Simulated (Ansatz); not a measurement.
GaSb in space group I-4m2 (No. 119; Ga on 2d, Sb on 2a) at seven volumes, the program Ansatz at the PBEsol level (PAW), shape and atoms relaxed at each. One row is withheld.

```csv
V (Å³/atom),P (GPa)
20.784,7.24
21.469,4.40
22.154,2.01
22.839,0.00
23.524,-1.67
24.209,-3.08
24.895,?
```

Question: Fit the shown pressures and predict the withheld one.

Answer: Third-order Birch–Murnaghan: P = (3/2)B₀(x^(7/2) − x^(5/2))[1 + (3/4)(B′ − 4)(x − 1)] with x = (V₀/V)^(2/3). Least squares on the six rows gives V₀ = 22.842 Å³/atom, B₀ = 61.00 GPa, B′ = 4.84. At V = 24.895, x = 0.9442 and P = -4.27 GPa. The run itself gave -4.26 GPa.

The workflow started from a Materials Project entry (that database holds measured and hypothetical structures alike); the Crystallography Open Database copy checked does not list it. It is not the phase usual at ambient conditions (space group No. 216). The PBEsol relaxation kept the symmetry of its start; its stability against distortions is not shown here. Spin–orbit coupling is left out wherever it is not named.

Potentials: the later of the program's two PAW sets.
